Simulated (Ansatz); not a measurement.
Polymorphs of W₃N, each relaxed with plane-wave PAW PBE (Ansatz code):

A: Fm-3m
a = b = c = 6.137 Å, α = β = γ = 90.00°

```json
[
 {"atom": "N", "site": "4a", "symmetry": "m-3m", "x": "0.0000", "y": "0.0000", "z": "0.0000"},
 {"atom": "W", "site": "4b", "symmetry": "m-3m", "x": "0.5000", "y": "0.5000", "z": "0.5000"},
 {"atom": "W", "site": "8c", "symmetry": "-43m", "x": "0.2500", "y": "0.2500", "z": "0.2500"}
]
```

B: A15 (Cr3Si type) (Pm-3n)
a = b = c = 4.8379 Å, α = β = γ = 90.00°

```json
[
 {"atom": "W", "site": "6c", "symmetry": "-4m.2", "x": "0.0000", "y": "0.5000", "z": "0.2500"},
 {"atom": "N", "site": "2a", "symmetry": "m-3.", "x": "0.0000", "y": "0.0000", "z": "0.0000"}
]
```

Problem. Order them by energy per atom at 0 K (lowest first) at the level PBE.

Solution. B (+0 meV/atom), A (+127 meV/atom)

Constructed cells (a structure type filled with these elements, in neither database checked): A. Typed or built starts, not in the databases checked: B. Began spin-polarised and lost the moments: B. All cells were relaxed under the symmetry of their starts (and spin orders); stability against distortions was not tested throughout. Rows with no word on spin ran without spin polarisation. Scalar-relativistic: spin–orbit coupling is off unless named, which matters more the heavier the elements.

Energies hold the estimated change up to a 700 eV cutoff; steps of a few meV lie near the error of the meshes.

Potentials: the earlier of the program's two PAW sets.
